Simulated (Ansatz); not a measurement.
Values for one crystal, relaxed and computed with PBEsol in the plane-wave PAW code Ansatz; other levels are named.

| Quantity | Result |
|---|---|
| Volume per atom | 12.83 Å³ |
| Band gap | 5.72 eV (indirect) |
| HSE06 gap on the PBEsol cell | 7.67 eV |
| Bulk modulus (Birch–Murnaghan fit) | 31.6 GPa |
| Mechanical stability | stable (all eigenvalues of C positive) |
| Largest static χ(2) component | 0.94 pm/V |
| Poisson's ratio | 0.06 |

Q: Which compound is it?
(A) Si3N4, I-43d (N on 16c, Si on 12b)
(B) Ta2O5, Cmmm (Ta on 4i, O on 4j, O on 4i, O on 2a)
(C) YSiNO2, P4/mmm (Y on 1b, Si on 1c, N on 1d, O on 2f)
(D) SiO2, P3_121 (Si on 3a, O on 6c)

A: D, SiO2, P3_121 (Si on 3a, O on 6c)

The cell was relaxed with PBEsol under the symmetry of its start.

Potentials: the earlier of the program's two PAW sets. The files were generated under PBE; for other functionals the program regenerates the frozen cores, and for LDA and PBEsol the local potential too.
